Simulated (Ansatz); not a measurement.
# What moves the field gradients of TiSi₂?

Cell of run 1: a structure deposited in the COD whose atoms were relaxed with PBE, the cell held.

Space group Fddd:1 (No. 70); a = 4.7730, b = 8.2360, c = 8.5230 Å.

| site | Wyckoff | site symmetry | x | y | z |
| --- | --- | --- | --- | --- | --- |
| Ti | 8b | 222 | 0.7500 | 0.7500 | 0.7500 |
| Si | 16f | .2. | 0.2500 | 0.0869 | 0.2500 |

One atom of each set is listed; the run and its k-mesh use a cell of 6 atoms with edges of 5.93, 4.88, 4.76 Å.

All runs are DFT with Ansatz 0.2.0 (plane waves and PAW, scalar-relativistic unless spin–orbit coupling is named, Γ-centred meshes, Fermi–Dirac smearing where given) in this cell.

Run 1: PBE, atoms relaxed; 420 eV, 13×13×13 k-points, smearing 0.05 eV.
Run 2: r2SCAN, at the relaxed atoms; 500 eV, 13×13×13 k-points, smearing 0.05 eV.
Run 3: LDA, at the relaxed atoms; 420 eV, 13×13×13 k-points, smearing 0.05 eV.
Run 4: PBEsol, at the relaxed atoms; 420 eV, 13×13×13 k-points, smearing 0.05 eV.

```tsv
run	Ti V_zz (η)	Si V_zz (η)
1	1.43 (0.16)	-3.33 (0.15)
2	1.44 (0.13)	-3.33 (0.15)
3	1.41 (0.16)	-3.40 (0.16)
4	?	?
```

V_zz in 10²¹ V/m².

(1) Estimate the row of run 4.

Answers

(1) Ti: 1.37 (0.14); Si: -3.30 (0.14). It lies nearest to run 1, from whose tensors on these sites it differs by 0.06 at most (largest principal value of the difference, on Ti).

In runs 1, 2, 3, 4 there is no gap above 0.1 eV, so the gradients can move by 10 % or more with the k-mesh.
